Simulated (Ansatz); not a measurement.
**Chalcopyrite alloy of ZnSiP2 and MgSiP2 (9 of 16 Zn sites exchanged), 64 atoms**

Ansatz, PAW, plane waves. PBEsol relaxation of cell lengths and atoms (angles held) at the single k point (¼, ¼, ¼) without its symmetry partners; single points on the relaxed atoms at the Γ point alone, onto which points of the small cell's zone fold. Arrangement: quasirandom. No spin–orbit coupling unless named.

Relaxed structure:

```cif
data_structure
_symmetry_space_group_name_H-M 'P 1'
_symmetry_Int_Tables_number 1
_cell_length_a 11.0692
_cell_length_b 11.0697
_cell_length_c 10.3661
_cell_angle_alpha 90.000
_cell_angle_beta 90.000
_cell_angle_gamma 90.001
_cell_volume 1270.18
loop_
_atom_site_label
_atom_site_type_symbol
_atom_site_fract_x
_atom_site_fract_y
_atom_site_fract_z
_atom_site_occupancy
Mg1 Mg 0.00005 0.99988 0.00001 1
Mg2 Mg 0.00048 0.49804 0.00133 1
Mg3 Mg 0.50071 0.00264 0.99936 1
Mg4 Mg 0.99887 0.24898 0.25134 1
Mg5 Mg 0.50248 0.74934 0.25056 1
Mg6 Mg 0.75112 0.99964 0.74745 1
Mg7 Mg 0.74851 0.49922 0.74967 1
Mg8 Mg 0.24891 0.24859 0.49910 1
Mg9 Mg 0.74966 0.25075 0.49886 1
Zn1 Zn 0.49777 0.49983 0.00022 1
Zn2 Zn 0.99983 0.75001 0.25086 1
Zn3 Zn 0.50049 0.25167 0.25204 1
Zn4 Zn 0.25112 0.99882 0.75062 1
Zn5 Zn 0.25076 0.50139 0.74986 1
Zn6 Zn 0.24915 0.75209 0.50071 1
Zn7 Zn 0.75140 0.74943 0.50200 1
Si1 Si 0.00373 0.99131 0.50042 1
Si2 Si 0.00401 0.50811 0.49860 1
Si3 Si 0.49842 0.99781 0.50120 1
Si4 Si 0.49674 0.50538 0.50000 1
Si5 Si 0.25207 0.99770 0.24779 1
Si6 Si 0.25233 0.50432 0.24962 1
Si7 Si 0.75073 0.99727 0.25412 1
Si8 Si 0.74712 0.50409 0.25090 1
Si9 Si 0.25596 0.25324 0.99992 1
Si10 Si 0.25148 0.74741 0.99794 1
Si11 Si 0.74476 0.25334 0.00326 1
Si12 Si 0.75042 0.74764 0.99774 1
Si13 Si 0.00607 0.25084 0.74981 1
Si14 Si 0.00723 0.74968 0.74836 1
Si15 Si 0.49389 0.25331 0.74976 1
Si16 Si 0.49526 0.74864 0.74842 1
P1 P 0.14706 0.12800 0.12538 1
P2 P 0.13920 0.62987 0.12847 1
P3 P 0.64004 0.12835 0.13419 1
P4 P 0.63815 0.61977 0.11679 1
P5 P 0.11109 0.11498 0.63011 1
P6 P 0.12080 0.62607 0.62510 1
P7 P 0.60189 0.12677 0.62598 1
P8 P 0.60961 0.63154 0.61935 1
P9 P 0.36852 0.37730 0.12723 1
P10 P 0.35833 0.87311 0.12209 1
P11 P 0.85339 0.37598 0.12863 1
P12 P 0.85836 0.86877 0.12899 1
P13 P 0.38044 0.10794 0.36872 1
P14 P 0.36907 0.61531 0.38017 1
P15 P 0.87832 0.10153 0.37859 1
P16 P 0.87328 0.61886 0.37550 1
P17 P 0.12450 0.39769 0.37212 1
P18 P 0.12757 0.88181 0.37245 1
P19 P 0.61811 0.39376 0.37269 1
P20 P 0.63056 0.88762 0.38442 1
P21 P 0.13313 0.36228 0.87106 1
P22 P 0.13253 0.86104 0.87058 1
P23 P 0.61543 0.36069 0.87998 1
P24 P 0.62306 0.85472 0.87360 1
P25 P 0.38716 0.38318 0.62801 1
P26 P 0.38075 0.87514 0.62521 1
P27 P 0.90033 0.37721 0.62285 1
P28 P 0.89207 0.86593 0.62146 1
P29 P 0.36950 0.13906 0.86910 1
P30 P 0.37467 0.63069 0.87478 1
P31 P 0.87389 0.15004 0.87622 1
P32 P 0.87948 0.64428 0.87328 1
```

Problem. What are the mean bond lengths by pair (pairs within 1.2 times the sum of covalent radii, less contacts 15 % beyond the pair's median; cation–cation pairs of compounds aside; long ionic contacts are cut short by that bound)?

Solution. Mg–P 2.507 ± 0.014 Å (standard deviation, 36 bonds); P–Si 2.253 ± 0.014 Å (standard deviation, 64 bonds); P–Zn 2.379 ± 0.012 Å (standard deviation, 28 bonds).

Problem. What gap lies between the top filled and the lowest empty level in the single points?

Solution. HSE06 1.98 eV (3.2 min on 7 threads of Neoverse-V2).
